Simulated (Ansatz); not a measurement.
**Property card for AlAg**

AlAg:
```
AlAg
1.0
    0.00000     2.68264     2.68264
    2.68264     0.00000     2.68264
    2.68264     2.68264     0.00000
Ag Al
1 1
Cartesian
  0.00000   0.00000   0.00000
  2.68264   2.68264   2.68264
```

Space group Fm-3m (No. 225), rock salt; conventional cell a = 5.3653 Å, b = 5.3653 Å, c = 5.3653 Å, α = 90.00°, β = 90.00°, γ = 90.00°.

Method: r²SCAN in the plane-wave PAW code Ansatz. The cell and atoms are relaxed at this level. Other levels are named where they apply.

### Cell and energy

```yaml
volume_per_atom: 19.31 Å³
density: 5.80 g/cm³
Formation energy from the elements (no fitted shifts): 0.35 eV/atom
```

### Electronic structure

```yaml
electronic_character: metallic (no gap)
Density of states at the Fermi level: 0.38 states/eV per atom (mean over ±0.08 eV)
Gap with spin–orbit coupling: none (metallic)
```

### Mechanics

```yaml
Bulk modulus (Birch–Murnaghan fit): 68.8 GPa
Pressure derivative B′: 5.1
Elastic constants (relaxed ions, GPa): C11 = 121, C12 = 43.8, C44 = -14.5
mechanical_stability: unstable (C has a negative eigenvalue)
```

### Charges

```yaml
bader_charges: Ag -1.16, Al +1.16 e
```

The start of the workflow was typed in or built on a structure type; neither database checked (COD, Materials Project) lists it. Its standing as an ambient phase is unchecked. Symmetry was held in the r²SCAN relaxation. No spin polarisation was allowed. The volume moved by 21 % from the start of the relaxation. Its formation energy is positive at this level, so the cell may be metastable or incomplete. As this level gives no gap, shear constants depend on the k-mesh and smearing (Fermi–Dirac, 0.1 eV here). The references are the lowest solids computed at this level, not always the standard phases. Spin–orbit coupling is left out wherever it is not named.

Potentials: the later of the program's two PAW sets.
